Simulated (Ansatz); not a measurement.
Relaxed Na (bcc, W type):

```
Na
1.0
   -4.22229     4.22229     4.22229
    2.11115    -2.11115     2.11115
    2.11115     2.11115    -2.11115
Na
2
Direct
  0.00000   0.00000   0.00000
  0.50000   0.00000   0.00000
```

A phonon eigenvector at N = (0.5, 0.0, 0.0) is frozen into this cell: atom i moves by Q times the vector below, so Q is the largest atomic displacement, in Å. The cell is held. (q is in reciprocal vectors of the primitive cell; the cell shown is doubled to hold the pattern.)

```json
[
 {"atom": "Na1", "x": "0.000", "y": "-0.707", "z": "-0.707"},
 {"atom": "Na2", "x": "0.000", "y": "0.707", "z": "0.707"}
]
```

All values below come from r2SCAN (plane waves to 500 eV, PAW, scalar-relativistic; Ansatz, a first-principles code). k mesh 8×16×16 (Γ-centred), Fermi-Dirac smearing 0.05 eV. Energies are smeared free energies. With partly filled bands, energies and forces of such displacements shift with the k mesh and the smearing. Na was relaxed with its symmetry unable to fall. The PAW data are Ansatz's earlier set. The zero of ΔE is the undisplaced structure.

```tsv
Q (Å)	ΔE (meV/cell)	−dE/dQ from forces (eV/Å)
-0.100	[?]	0.310
-0.083	10.6	0.257
-0.067	6.8	0.205
-0.050	3.8	0.153
-0.033	[?]	0.101
-0.017	0.4	0.051
0.000	0.0	0.000
0.017	0.4	-0.051
0.033	[?]	-0.101
0.050	3.8	-0.153
0.067	6.8	-0.205
0.083	10.6	-0.257
0.100	[?]	-0.310
```

Problem. Fill in the missing entries.

Solution. 
- -0.100, ΔE (meV/cell): 15.4
- -0.033, ΔE (meV/cell): 1.7
- 0.033, ΔE (meV/cell): 1.7
- 0.100, ΔE (meV/cell): 15.4

(A displaced cell: forces are minus the slopes of the energy, force constants its curvatures, and phonons follow from these.)
